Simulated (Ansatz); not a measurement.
Simulated powder pattern, neutron, λ = 1.5401 Å (kinematic, ideal powder, no thermal factors, coherent scattering alone; the 30 strongest lines at most, above 1 %, up to 2θ = 90°):

| 2θ (°) | d (Å) | I/Imax (%) |
|---|---|---|
| 28.37 | 3.143 | 23 |
| 40.55 | 2.222 | 15 |
| 42.19 | 2.140 | 100 |
| 45.59 | 1.988 | 38 |
| 55.89 | 1.643 | 51 |
| 58.69 | 1.571 | 31 |
| 63.63 | 1.461 | 28 |
| 67.62 | 1.384 | 9.0 |
| 71.09 | 1.325 | 9.9 |
| 71.30 | 1.321 | 74 |
| 74.89 | 1.266 | 26 |
| 77.33 | 1.233 | 5.5 |
| 78.23 | 1.221 | 11 |
| 81.72 | 1.177 | 33 |
| 85.38 | 1.136 | 11 |
| 87.75 | 1.111 | 6.3 |

The pattern belongs to a structure relaxed with plane-wave PAW PBE (Ansatz code).

Question: Which of these materials gives this?
A. SnO, P4/nmm (Sn on 2c, O on 2a)
B. FeO, rock salt
C. Li2O, anti-fluorite
D. CrO2, rutile

Answer: D, CrO2, rutile

Question: Give the lattice parameters.

Answer: a = 4.444 Å, c = 2.922 Å.

Space group P4_2/mnm (rutile). Symmetry was held in the PBE relaxation. The final state is ferromagnetic, chosen from 5 collinear starts compared on coarse meshes (ties went to the first, and starts can fall back to one state), not a proven ground state. Textbook magnetic order: ferromagnetic. No Hubbard U is applied.

Potentials: the later of the program's two PAW sets.
